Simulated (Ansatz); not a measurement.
Pt (diamond, space group No. 227) at seven volumes, PBE in the plane-wave PAW code Ansatz, scaled uniformly. One row is withheld.

```
V (Å³/atom)  P (GPa)
-----------  -------
21.912         13.95
22.635          8.38
23.357          3.79
24.079          0.00
24.802         -3.13
25.524         -5.71
26.247             ?
```

Task: Fit the shown pressures and predict the withheld one.

Result: P = (3/2)B₀(x^(7/2) − x^(5/2))[1 + (3/4)(B′ − 4)(x − 1)] with x = (V₀/V)^(2/3). Least squares on the six rows gives V₀ = 24.079 Å³/atom, B₀ = 115 GPa, B′ = 5.40. At V = 26.247, x = 0.9441 and P = -7.86 GPa. The run itself gave -7.84 GPa.

Space group Fd-3m (diamond). A made-up cell: these elements were put on the sites of a structure type; neither database checked (COD, Materials Project) lists it. It is not the phase usual at ambient conditions (space group No. 225). Symmetry was held in the PBE relaxation. At this level the phase is mechanically unstable. No spin polarisation was allowed. Scalar-relativistic: spin–orbit coupling is off unless named, which matters more the heavier the elements.

Potentials: the later of the program's two PAW sets.
